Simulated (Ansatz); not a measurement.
CoSi2:
```yaml
crystal:
  lattice:
    - [0.00000, 3.76813, 4.55727]
    - [2.09180, 0.00000, 4.55727]
    - [2.09180, 3.76813, 0.00000]
  atoms:
    - { symbol: Si, position: [0.66698, 0.33302, 0.66698] }
    - { symbol: Si, position: [0.33302, 0.66698, 0.33302] }
    - { symbol: Si, position: [0.58302, 0.91698, 0.58302] }
    - { symbol: Si, position: [0.91698, 0.58302, 0.91698] }
    - { symbol: Co, position: [0.00000, 0.00000, 0.00000] }
    - { symbol: Co, position: [0.25000, 0.25000, 0.25000] }
```

Relaxed with PBE. Special points in fractions of this cell's reciprocal vectors: Γ (0.000, 0.000, 0.000); Y (0.500, 0.000, 0.500); T (1.000, 0.500, 0.500); Z (0.500, 0.500, 0.000); Σ0 (0.000, 0.380, 0.380); U0 (1.000, 0.620, 0.620); C0 (0.500, 0.226, 0.726); A0 (0.500, 0.774, 0.274); L (0.500, 0.500, 0.500).

Question: List the band energies nearest the Fermi level at these points for plane-wave PAW PBE (Ansatz code).

Answer: In eV from the Fermi level; about four levels below and three above (degenerate sets whole), none deeper than 8.9 eV; points with the same levels are listed once.

```json
[
 {"k": "Γ", "below": "-2.42 -2.13 -1.57 -0.59", "above": "0.01 0.36 0.40"},
 {"k": "Y", "below": "-0.57 -0.57 -0.36 -0.36", "above": "0.86 0.86 4.46 4.46"},
 {"k": "T", "below": "-2.38 -2.38 -0.81 -0.81", "above": "1.36 1.36 1.74 1.74"},
 {"k": "Z", "below": "-2.59 -2.59 -2.58 -2.58 -0.16 -0.16", "above": "0.22 0.22 0.94 0.94"},
 {"k": "Σ0", "below": "-2.02 -2.02 -1.01 -0.83", "above": "0.72 1.22 1.65"},
 {"k": "C0", "below": "-0.82 -0.82 -0.24 -0.24", "above": "1.31 1.31 2.26 2.26"},
 {"k": "L", "below": "-1.59 -1.10 -0.99 -0.29", "above": "0.02 1.26 1.58"}
]
```

Space group Fddd. A made-up cell: these elements were put on the sites of a structure type; neither database checked (COD, Materials Project) lists it. It is not the phase usual at ambient conditions (space group No. 225). Symmetry was held in the PBE relaxation; whether a distortion lowers the energy is not shown. The workflow began spin-polarised and lost its moments.

Potentials: the later of the program's two PAW sets.
